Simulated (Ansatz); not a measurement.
Input for Ansatz (plane-wave DFT, PAW):

```yaml
crystal:
  lattice:
    - [7.7225608628, -1.7820968049, 0.0183692802]
    - [7.7225608628, 1.7820968049, 0.0183692802]
    - [-3.6049130694, 0.0, 9.4989526815]
  atoms:
    - { symbol: V, position: [0.1175100752, 0.1175100752, 0.1136634564] }
    - { symbol: V, position: [0.8824899248, 0.8824899248, 0.8863365436] }
    - { symbol: V, position: [0.2892329323, 0.2892329323, 0.4125518801] }
    - { symbol: V, position: [0.3389057369, 0.3389057369, 0.1103896864] }
    - { symbol: V, position: [0.6610942631, 0.6610942631, 0.8896103136] }
    - { symbol: V, position: [0.7107670677, 0.7107670677, 0.5874481199] }
    - { symbol: O, position: [0.1830103388, 0.1830103388, 0.944245473] }
    - { symbol: O, position: [0.1130859739, 0.1130859739, 0.2671011172] }
    - { symbol: O, position: [0.2443338822, 0.2443338822, 0.5744346611] }
    - { symbol: O, position: [0.3636295696, 0.3636295696, 0.9265652383] }
    - { symbol: O, position: [0.2663259364, 0.2663259364, 0.2221689993] }
    - { symbol: O, position: [0.3968971375, 0.3968971375, 0.4767009504] }
    - { symbol: O, position: [0.4396410013, 0.4396410013, 0.2205986524] }
    - { symbol: O, position: [0.5603589987, 0.5603589987, 0.7794013476] }
    - { symbol: O, position: [0.0, 0.0, 0.0] }
    - { symbol: O, position: [0.6031028625, 0.6031028625, 0.5232990496] }
    - { symbol: O, position: [0.7336740636, 0.7336740636, 0.7778310007] }
    - { symbol: O, position: [0.6363704304, 0.6363704304, 0.0734347617] }
    - { symbol: O, position: [0.7556661178, 0.7556661178, 0.4255653389] }
    - { symbol: O, position: [0.8869140261, 0.8869140261, 0.7328988828] }
    - { symbol: O, position: [0.8169896612, 0.8169896612, 0.055754527] }
basis:
  ecutwfc: 420
kpoints:
  mp_grid: { grid: [8, 8, 4] }
  band_path:
    path:
      - [[0.0, 0.0, 0.0], [-0.26520309, 0.26520309, 0.0]]
      - [[-0.73479691, -0.26520309, 0.0], [-0.5, -0.5, 0.0], [0.0, 0.0, 0.0], [-0.5, -0.5, 0.5], [-0.74294584, -0.25705416, 0.5]]
      - [[-0.25705416, 0.25705416, 0.5], [0.0, 0.0, 0.5], [0.0, 0.0, 0.0]]
      - [[-0.5, 0.0, 0.5], [0.0, 0.0, 0.0], [-0.5, 0.0, 0.0]]
    npoints: 10
hamiltonian:
  xc: pbesol
scf:
  occupations: { method: gaussian, width: 0.02 }
  n_extra_bands: 52
output:
  forces: true
  stress: true
  eigenvalues: true
  populations: true
  dos: { projected: true, de: 0.02, nscf_kmesh: { grid: [12, 12, 6] } }
  bader: false
  write_density: true
  write_potential: true
  elf: true
  volumetric_format: npy
```

Run as
```bash
ansatz run input.yaml --threads 4 --pin off --max-ram 10240MiB --backend cpu --events-out ev --progress --plain --runs-dir out
```

All numbers below come from DFT PBEsol, scalar-relativistic, plane waves, PAW (Ansatz 0.2.0).

Abridged output (iterations and final results):

```
SCF iter   1: F=—  HF=-25734.501333 eV  |F-HF|=—  |Δ(HF+E_count)|=         —  Δρ=1.65e-2  dr2=7.10e-1  ethr=1.77e-3  ⟨swp⟩=5.0  Hψ=37578  notcnv=0  defer=2535
SCF iter   2: F=—  HF=-25734.381198 eV  |F-HF|=—  |Δ(HF+E_count)|=   1.20e-1  Δρ=9.77e-3  dr2=2.00e-1  ethr=4.23e-4  ⟨swp⟩=2.2  Hψ=16385  notcnv=0  defer=3593
SCF iter   3: F=—  HF=-25734.349318 eV  |F-HF|=—  |Δ(HF+E_count)|=   3.19e-2  Δρ=4.04e-3  dr2=3.69e-2  ethr=1.19e-4  ⟨swp⟩=2.1  Hψ=11282  notcnv=0  defer=3593
SCF iter   4: F=—  HF=-25734.348149 eV  |F-HF|=—  |Δ(HF+E_count)|=   1.17e-3  Δρ=3.46e-3  dr2=5.20e-2  ethr=2.19e-5  ⟨swp⟩=2.0  Hψ=11456  notcnv=0  defer=3593
SCF iter   5: F=—  HF=-25734.343273 eV  |F-HF|=—  |Δ(HF+E_count)|=   4.88e-3  Δρ=8.28e-4  dr2=2.08e-3  ethr=2.19e-5  ⟨swp⟩=2.0  Hψ=10189  notcnv=0  defer=3593
SCF iter   6: F=—  HF=-25734.343546 eV  |F-HF|=—  |Δ(HF+E_count)|=   2.73e-4  Δρ=8.79e-4  dr2=2.70e-3  ethr=1.24e-6  ⟨swp⟩=2.0  Hψ=13204  notcnv=0  defer=3593
SCF iter   7: F=—  HF=-25734.343336 eV  |F-HF|=—  |Δ(HF+E_count)|=   2.10e-4  Δρ=2.91e-4  dr2=2.63e-4  ethr=1.24e-6  ⟨swp⟩=2.0  Hψ=10506  notcnv=0  defer=3593
SCF iter   8: F=—  HF=-25734.343353 eV  |F-HF|=—  |Δ(HF+E_count)|=   1.74e-5  Δρ=1.56e-4  dr2=7.37e-5  ethr=1.56e-7  ⟨swp⟩=2.0  Hψ=10777  notcnv=0  defer=3593
SCF iter   9: F=—  HF=-25734.343500 eV  |F-HF|=—  |Δ(HF+E_count)|=   1.47e-4  Δρ=9.85e-5  dr2=3.22e-5  ethr=4.39e-8  ⟨swp⟩=2.6  Hψ=13701  notcnv=0  defer=3593
SCF iter  10: F=—  HF=-25734.343503 eV  |F-HF|=—  |Δ(HF+E_count)|=   2.76e-6  Δρ=7.87e-5  dr2=2.04e-5  ethr=1.92e-8  ⟨swp⟩=2.0  Hψ=10971  notcnv=0  defer=3593
SCF iter  11: F=—  HF=-25734.343505 eV  |F-HF|=—  |Δ(HF+E_count)|=   2.39e-6  Δρ=3.78e-5  dr2=4.62e-6  ethr=1.22e-8  ⟨swp⟩=1.9  Hψ=8356  notcnv=0  defer=3593
SCF iter  12: F=—  HF=-25734.343507 eV  |F-HF|=—  |Δ(HF+E_count)|=   1.89e-6  Δρ=1.37e-5  dr2=6.41e-7  ethr=2.75e-9  ⟨swp⟩=2.0  Hψ=9966  notcnv=0  defer=3593
SCF iter  13: F=-25734.343508 eV  HF=-25734.343508 eV  |F-HF|=1.07e-7  |Δ(HF+E_count)|=   8.64e-7  Δρ=4.31e-6  dr2=6.57e-8  ethr=5.95e-11  ⟨swp⟩=14.8  Hψ=82718  notcnv=0
SCF 1 converged in 13 iterations: F = -25734.343508 eV  dr2 = 6.57e-8
SCF converged after 13 iterations
Free energy (F): -25734.343508 eV
Harris-Foulkes:  -25734.343508 eV  (|F-HF|=1.07e-7)
Internal energy: -25734.343508 eV  (E = F + TS)
E sigma→0 (E₀):  -25734.343508 eV
Fermi energy:    5.153766 eV
--- Per-component energies (eV) ---
  E_band       = -2098.615595
  E_kinetic    = 4622.585533
  E_local      = -19229.146295  (includes V_loc(G=0)·N_el)
  E_nonlocal   = 428.024173
  E_hartree    = 8072.337573
  E_xc         = -1860.477444
  E_vxc        = -2378.645844  (∫ρ·V_xc dr)
  E_paw        = -8781.671381  (= ΣΔE_a)
  E_vpaw       = -1686.159998  (= ΣTr[D̂ρ^β])
  E_aug_tail   = 0.037216  (compensation charges beyond the density's cutoff)
  E_ewald      = -8987.460276
  E_core_change = 1.427393  (= ΣΔE_core)
  E_smearing   =  0.000000  (= −TS)
--- Forces (eV/Å), atoms counted from 1 ---
  atom   1  V     -0.00226223     0.00000000    -0.00248656
  atom   2  V      0.00226223     0.00000000     0.00248656
  atom   3  V     -0.00037875     0.00000000    -0.00131104
  atom   4  V      0.00348544     0.00000000    -0.00303992
  atom   5  V     -0.00348544     0.00000000     0.00303992
  atom   6  V      0.00037875     0.00000000     0.00131104
  atom   7  O      0.00208616     0.00000000    -0.00025679
  atom   8  O      0.00105407     0.00000000     0.00098555
  atom   9  O      0.00058675     0.00000000     0.00042858
  atom  10  O      0.00030261     0.00000000    -0.00003086
  atom  11  O     -0.00075085     0.00000000     0.00124419
  atom  12  O     -0.00027577     0.00000000     0.00049028
  atom  13  O     -0.00050785     0.00000000     0.00022718
  atom  14  O      0.00050785     0.00000000    -0.00022718
  atom  15  O      0.00000000     0.00000000     0.00000000
  atom  16  O      0.00027577     0.00000000    -0.00049028
  atom  17  O      0.00075085     0.00000000    -0.00124419
  atom  18  O     -0.00030261     0.00000000     0.00003086
  atom  19  O     -0.00058675     0.00000000    -0.00042858
  atom  20  O     -0.00105407     0.00000000    -0.00098555
  atom  21  O     -0.00208616     0.00000000     0.00025679
--- Stress (GPa, compression-positive) ---
        0.027167       0.000000       0.001639
        0.000000      -0.008098       0.000000
        0.001639       0.000000       0.021062
  P = ⅓ Tr σ = 0.0134 GPa (0.134 kbar)
--- Band table (eV; the first three rows and the last of 78) ---
  k-point 0: bands = ["-59.3826", "-59.3817", "-59.2910", "-59.2878", "-59.2742", "-59.2587", "-33.5523", "-33.5486", "-33.4857", "-33.4653", "-33.4504", "-33.4455", "-33.3785", "-33.3514", "-33.3092", "-33.3085", "-33.2994", "-33.2532", "-33.2445", "-33.2392", "-33.2392", "-33.2345", "-33.1906", "-33.1896", "-13.5219", "-13.1233", "-12.8710", "-12.3908", "-12.2934", "-12.0701", "-12.0584", "-12.0178", "-11.8324", "-11.4223", "-11.4019", "-11.2445", "-11.2429", "-11.1418", "-11.1143", "-0.4290", "-0.3399", "-0.2664", "-0.2615", "-0.2546", "-0.2070", "0.0358", "0.1341", "0.1856", "0.6812", "0.8055", "0.8593", "1.0549", "1.4300", "1.4982", "1.6260", "1.6984", "1.8572", "1.8835", "2.1672", "2.1 ...
  k-point 1: bands = ["-59.3826", "-59.3817", "-59.2910", "-59.2878", "-59.2742", "-59.2587", "-33.5525", "-33.5486", "-33.4857", "-33.4656", "-33.4494", "-33.4457", "-33.3773", "-33.3548", "-33.3092", "-33.3085", "-33.2962", "-33.2553", "-33.2445", "-33.2394", "-33.2385", "-33.2343", "-33.1906", "-33.1896", "-13.5017", "-13.1719", "-12.8562", "-12.3537", "-12.2913", "-12.0957", "-12.0603", "-12.0149", "-11.8327", "-11.4394", "-11.3872", "-11.2436", "-11.2342", "-11.1420", "-11.1220", "-0.4493", "-0.3370", "-0.2920", "-0.2561", "-0.2143", "-0.2075", "0.0269", "0.1884", "0.2151", "0.5496", "0.8178", "0.8830", "1.0121", "1.3704", "1.4066", "1.6655", "1.8831", "1.9025", "1.9537", "2.1102", "2.1 ...
  k-point 2: bands = ["-59.3826", "-59.3817", "-59.2910", "-59.2878", "-59.2741", "-59.2587", "-33.5526", "-33.5486", "-33.4856", "-33.4658", "-33.4482", "-33.4462", "-33.3756", "-33.3585", "-33.3092", "-33.3085", "-33.2930", "-33.2576", "-33.2444", "-33.2397", "-33.2379", "-33.2341", "-33.1906", "-33.1896", "-13.4763", "-13.2210", "-12.8454", "-12.3177", "-12.2783", "-12.1321", "-12.0605", "-12.0134", "-11.8331", "-11.4495", "-11.3797", "-11.2419", "-11.2249", "-11.1410", "-11.1320", "-0.4650", "-0.3365", "-0.3009", "-0.2475", "-0.2246", "-0.1823", "0.0403", "0.1912", "0.3307", "0.4050", "0.7851", "0.8937", "0.9944", "1.3032", "1.3881", "1.7029", "1.8826", "1.9813", "2.0704", "2.0958", "2.2 ...
  k-point 77: bands = ["-59.3824", "-59.3819", "-59.2910", "-59.2878", "-59.2742", "-59.2587", "-33.5515", "-33.5496", "-33.4843", "-33.4657", "-33.4483", "-33.4461", "-33.3887", "-33.3428", "-33.3106", "-33.3070", "-33.2972", "-33.2574", "-33.2445", "-33.2397", "-33.2383", "-33.2340", "-33.1906", "-33.1894", "-13.4235", "-13.2313", "-12.9311", "-12.3043", "-12.2522", "-12.1169", "-12.0604", "-12.0294", "-11.8318", "-11.4398", "-11.3953", "-11.2702", "-11.2512", "-11.1187", "-11.0883", "-0.4652", "-0.3973", "-0.3560", "-0.2568", "-0.2248", "0.0400", "0.0922", "0.1400", "0.2062", "0.4413", "0.5929", "0.8303", "1.1349", "1.3816", "1.6820", "1.7032", "1.7059", "1.8672", "2.0766", "2.1756", "2.1 ...
--- Löwdin populations: 21 sites ---
  site symbol q [e]
     0      V     11.6514
     1      V     11.6514
     2      V     11.6401
     3      V     11.6541
     4      V     11.6541
     5      V     11.6401
     6      O      6.6985
     7      O      6.3369
     8      O      6.6577
     9      O      6.6353
    10      O      6.6351
    11      O      6.2470
    12      O      6.2724
    13      O      6.2724
    14      O      6.5302
    15      O      6.2470
    16      O      6.6351
    17      O      6.6353
    18      O      6.6577
    19      O      6.3369
    20      O      6.6985
  spilling = 0.003647 (of n_electrons = 168.000000)
```

The run converged.

Time: 2.7 min on 4 threads of Intel(R) Xeon(R) Platinum 8488C (Sapphire Rapids), with other jobs on the host, peak memory 4.6 GiB.